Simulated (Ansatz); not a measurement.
## Property card for Li3Bi2

Computed with Ansatz 0.2.0, DFT PBE, scalar-relativistic, plane waves, PAW.

Plane waves to 420 eV, a k mesh through Γ of 8×8×8 on the computed 5-atom cell and Gaussian smearing (0.10 eV); no spin polarisation.

The structure is relaxed at this level of theory with its symmetry kept, and needn't be the ground state of this composition.

```
Li Bi
1.0
     5.36068    0.00000    0.00000
     0.00000    5.36068    0.00000
     0.00000    0.00000    5.46661
Li Bi
3 2
Direct
  0.50000 0.50000 0.50000
  0.00000 0.50000 0.00000
  0.50000 0.00000 0.00000
  0.00000 0.50000 0.50000
  0.50000 0.00000 0.50000
```

Q: Formation energy from the elements' standard states (uncorrected)?

A: -0.099 eV/atom.

Q: Kohn–Sham band gap?

A: none (metal).

Q: Density of states at the Fermi level?

A: 1.2 states/eV per cell.

Q: Orbital (Löwdin) character within 0.5 eV of the Fermi level?

A: Bi 6p 84 %, Li 2s 7 %, unprojected 5 %.

Q: Bader charge by site (e)?

A: Li (1 in the cell) 0.83, Li (2 in the cell) 0.85, Bi (2 in the cell) -1.26.

Spin-orbit coupling is left out, which matters for the bands of heavy elements.

The cell was found from a structure generator's guess, not taken from experiment. Löwdin shares on free-atom orbitals overweight diffuse shells.
